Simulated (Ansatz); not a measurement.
The calculation used Ansatz, DFT PBE, scalar-relativistic, plane waves, PAW. All cells share a 420 eV cutoff and Γ-centred k meshes spaced at most about 0.3 Å⁻¹ (about 0.25 or finer for metals, 2π included). No spin polarisation in the final relaxations.

These are static total energies at zero pressure. All come from trial cells, and lower structures may exist.

**Question.** These unrelaxed guesses for In₄Ru are each relaxed within their symmetry. Order them by the energy at which they end, lowest first.
A.

```
In Ru
1.0
     5.01292    0.00000    0.00000
     0.00000    5.01292    0.00000
     0.00000    0.00000    5.01292
In Ru
4 1
Direct
  0.25000 0.25000 0.25000
  0.75000 0.75000 0.25000
  0.25000 0.75000 0.75000
  0.75000 0.25000 0.75000
  0.00000 0.00000 0.00000
```

B.

```
In Ru
1.0
    -3.07537    3.07537    3.07537
     3.07537   -3.07537    3.07537
     3.07537    3.07537   -3.07537
In Ru
4 1
Direct
  0.00000 0.00000 0.50000
  0.50000 0.00000 0.00000
  0.00000 0.50000 0.00000
  0.50000 0.50000 0.50000
  0.00000 0.00000 0.00000
```

C.

```
In Ru
1.0
     0.00000    3.88938    3.88938
     3.88938    0.00000    3.88938
     3.88938    3.88938    0.00000
In Ru
4 1
Direct
  0.11454 0.11454 0.11454
  0.11454 0.11454 0.65638
  0.11454 0.65638 0.11454
  0.65638 0.11454 0.11454
  0.75000 0.75000 0.75000
```

**Answer.** B (ends in Im-3m, 0 meV/atom), A (ends in P-43m, 0.51 eV/atom), C (ends in F-43m, 0.76 eV/atom).

Cells relaxed within their symmetry can be saddle points. Some structure types and database cells were kept out of the candidates from the start, so a known form may be missing.
